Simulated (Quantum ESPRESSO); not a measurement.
Ga3AlO5, input and log of a self-consistent run

A calculation, not a measurement. The program is pw.x of Quantum ESPRESSO 7.5 (plane-wave density functional theory). The cell is made up: 9 atoms on a corundum lattice with one site empty, with randomly drawn elements, strain and displacements, not relaxed. PseudoDojo standard norm-conserving files (v0.5 for PBE, v0.4.1 for LDA and PBEsol) set the functional; there is no spin polarisation, spin-orbit coupling or dispersion term, and the masses in the input are unused placeholders. A spin-polarised start on this cell or one of its family kept no moment above 0.05 Bohr magneton at the same smearing; a narrower smearing was not tried.

Input:

```
&control calculation='scf', pseudo_dir='./dojo.nc.sr.pbe.v0_5.standard.upf', outdir='./o', disk_io='low', tprnfor=.true., tstress=.true. /
&system ibrav=0, nat=9, ntyp=3, nbnd=46, ecutwfc=84.00895049, nosym=.true., tot_charge=0,
 occupations='smearing', smearing='fd', degauss=0.0073498644
/
&electrons conv_thr=7.350e-09, electron_maxstep=60, /
ATOMIC_SPECIES
Al 1.0 Al.upf
Ga 1.0 Ga.upf
O 1.0 O.upf
CELL_PARAMETERS angstrom
2.54 1.4921 4.5121
-2.482 1.4191 4.5033
-0.0342 -2.9153 4.509
ATOMIC_POSITIONS angstrom
Ga 0.1439 -0.0712 4.8073
Ga 0.0097 -0.0215 1.9734
Ga 0.0268 0.0196 8.7402
Al 0.01 -0.0885 11.4948
O -0.9437 1.4363 7.893
O -0.8184 -1.5781 7.887
O 1.7746 0.1632 7.8876
O 0.7989 1.5244 5.6586
O -1.6858 -0.1533 5.6331
K_POINTS automatic
7 7 7 1 1 1
```

The log is shortened where brackets say so; the opening notice, blank lines, dates and the lines on written files are dropped, and the path of the files is cut. It prints rydbergs, bohrs and kilobars, and counts compression as positive stress. With no partly filled state, the Fermi energy that it prints is only some level between the filled and the empty states on the mesh, and need not lie in the true gap.

```
     Program PWSCF v.7.5
     Parallel version (MPI & OpenMP), running on       4 processor cores
     Number of MPI processes:                 4
     Threads/MPI process:                     1
     [start-up lines left out]
     bravais-lattice index     =            0
     lattice parameter (alat)  =      10.1830  a.u.
     unit-cell volume          =     667.6491 (a.u.)^3
     number of atoms/cell      =            9
     number of atomic types    =            3
     number of electrons       =        72.00
     number of Kohn-Sham states=           46
     kinetic-energy cutoff     =      84.0090  Ry
     charge density cutoff     =     336.0358  Ry
     scf convergence threshold =      7.3E-09
     mixing beta               =       0.7000
     number of iterations used =            8  plain     mixing
     Exchange-correlation= PBE
                           (   1   4   3   4   0   0   0)
     [axes and pseudopotential details left out]
   Cartesian axes
     site n.     atom                  positions (alat units)
         1        Ga     tau(   1) = (   0.0267045  -0.0132131   0.8921241  )
         2        Ga     tau(   2) = (   0.0018001  -0.0039899   0.3662176  )
         3        Ga     tau(   3) = (   0.0049735   0.0036373   1.6219798  )
         4        Al     tau(   4) = (   0.0018558  -0.0164236   2.1331701  )
         5        O      tau(   5) = (  -0.1751290   0.2665442   1.4647590  )
         6        O      tau(   6) = (  -0.1518762  -0.2928590   1.4636455  )
         7        O      tau(   7) = (   0.3293249   0.0302862   1.4637568  )
         8        O      tau(   8) = (   0.1482574   0.2828935   1.0501058  )
         9        O      tau(   9) = (  -0.3128456  -0.0284489   1.0453736  )
     number of k points=   172  Fermi-Dirac smearing, width (Ry)=  0.0073
     Number of k-points >= 100: set verbosity='high' to print them.
     Dense  grid:    69533 G-vectors     FFT dimensions: (  60,  60,  60)
     Estimated max dynamical RAM per process >     363.51 MB
     Estimated total dynamical RAM >       1.37 GB
     Initial potential from superposition of free atoms
     starting charge      71.9895, renormalised to      72.0000
     Starting wfcs are   51 randomized atomic wfcs
     total cpu time spent up to now is        9.5 secs
     per-process dynamical memory:   332.8 Mb
     Self-consistent Calculation
     iteration #  1     ecut=    84.01 Ry     beta= 0.70
     Davidson diagonalization with overlap
     ethr =  1.00E-02,  avg # of iterations =  3.6
     total cpu time spent up to now is       33.3 secs
     total energy              =    -628.23237391 Ry
     estimated scf accuracy    <       1.96643344 Ry
     iteration #  2     ecut=    84.01 Ry     beta= 0.70
     Davidson diagonalization with overlap
     ethr =  2.73E-03,  avg # of iterations =  2.5
     total cpu time spent up to now is       56.4 secs
     total energy              =    -628.68989812 Ry
     estimated scf accuracy    <       2.50713975 Ry
     iteration #  3     ecut=    84.01 Ry     beta= 0.70
     Davidson diagonalization with overlap
     ethr =  2.73E-03,  avg # of iterations =  2.0
     total cpu time spent up to now is       77.0 secs
     total energy              =    -629.16420782 Ry
     estimated scf accuracy    <       0.02065078 Ry
     iteration #  4     ecut=    84.01 Ry     beta= 0.70
     Davidson diagonalization with overlap
     ethr =  2.87E-05,  avg # of iterations =  9.9
     total cpu time spent up to now is      106.2 secs
     total energy              =    -629.16990054 Ry
     estimated scf accuracy    <       0.01343779 Ry
     iteration #  5     ecut=    84.01 Ry     beta= 0.70
     Davidson diagonalization with overlap
     ethr =  1.87E-05,  avg # of iterations =  2.7
     total cpu time spent up to now is      126.8 secs
     total energy              =    -629.17243674 Ry
     estimated scf accuracy    <       0.00249174 Ry
     [iterations 6 to 7 left out]
     iteration #  8     ecut=    84.01 Ry     beta= 0.70
     Davidson diagonalization with overlap
     ethr =  4.10E-08,  avg # of iterations =  2.0
     total cpu time spent up to now is      189.5 secs
     total energy              =    -629.17280314 Ry
     estimated scf accuracy    <       0.00000444 Ry
     iteration #  9     ecut=    84.01 Ry     beta= 0.70
     Davidson diagonalization with overlap
     ethr =  6.17E-09,  avg # of iterations =  2.0
     total cpu time spent up to now is      210.0 secs
     total energy              =    -629.17280419 Ry
     estimated scf accuracy    <       0.00000068 Ry
     iteration # 10     ecut=    84.01 Ry     beta= 0.70
     Davidson diagonalization with overlap
     ethr =  9.48E-10,  avg # of iterations =  2.0
     total cpu time spent up to now is      228.9 secs
     total energy              =    -629.17280420 Ry
     estimated scf accuracy    <       0.00000020 Ry
     iteration # 11     ecut=    84.01 Ry     beta= 0.70
     Davidson diagonalization with overlap
     ethr =  2.74E-10,  avg # of iterations =  2.0
     total cpu time spent up to now is      248.2 secs
     total energy              =    -629.17280423 Ry
     estimated scf accuracy    <       0.00000001 Ry
     iteration # 12     ecut=    84.01 Ry     beta= 0.70
     Davidson diagonalization with overlap
     ethr =  1.91E-11,  avg # of iterations =  2.0
     total cpu time spent up to now is      269.6 secs
     End of self-consistent calculation
     Number of k-points >= 100: set verbosity='high' to print the bands.
     the Fermi energy is    11.1043 ev
!    total energy              =    -629.17280423 Ry
     estimated scf accuracy    <          2.7E-09 Ry
     smearing contrib. (-TS)   =      -0.00002472 Ry
     internal energy E=F+TS    =    -629.17277951 Ry
     The total energy is F=E-TS. E is the sum of the following terms:
     one-electron contribution =    -231.17525964 Ry
     hartree contribution      =     179.05481408 Ry
     xc contribution           =    -170.13375100 Ry
     ewald contribution        =    -406.91858296 Ry
     convergence has been achieved in  12 iterations
     Forces acting on atoms (cartesian axes, Ry/au):
     atom    1 type  2   force =    -0.03356733   -0.03652783    0.02876086
     atom    2 type  2   force =     0.01835667    0.02243866   -0.00640009
     atom    3 type  2   force =     0.01083173   -0.02527790   -0.01130396
     atom    4 type  1   force =     0.02978145    0.03279015    0.03225771
     atom    5 type  3   force =     0.02482783    0.04674251   -0.04044794
     atom    6 type  3   force =    -0.01580074   -0.00386205   -0.00689904
     atom    7 type  3   force =     0.00717754   -0.05748231   -0.02450967
     atom    8 type  3   force =    -0.02090357    0.05268891    0.01521441
     atom    9 type  3   force =    -0.02070358   -0.03151014    0.01332772
     Total force =     0.147669     Total SCF correction =     0.000243
     Computing stress (Cartesian axis) and pressure
          total   stress  (Ry/bohr**3)                   (kbar)     P=      -34.30
  -0.00018856  -0.00021568   0.00007400          -27.74      -31.73       10.89
  -0.00021568  -0.00051340  -0.00003840          -31.73      -75.52       -5.65
   0.00007400  -0.00003840   0.00000251           10.89       -5.65        0.37
     init_run     :      8.79s CPU      9.39s WALL (       1 calls)
     electrons    :    258.06s CPU    260.11s WALL (       1 calls)
     forces       :      3.26s CPU      3.29s WALL (       1 calls)
     stress       :     11.02s CPU     11.02s WALL (       1 calls)
     [timing details left out]
     PWSCF        :   4m41.38s CPU   4m44.24s WALL
     JOB DONE.
```

In other units: free energy -8560.332 eV for the cell, pressure -3.43 GPa, largest force component 1.478 eV/Å. A rerun of this cell at a cutoff of 1437 eV and k mesh 9 x 9 x 9 moved values by no more than 0.003 eV in energy, 0.02 GPa in stress and 0.002 eV/Å in force.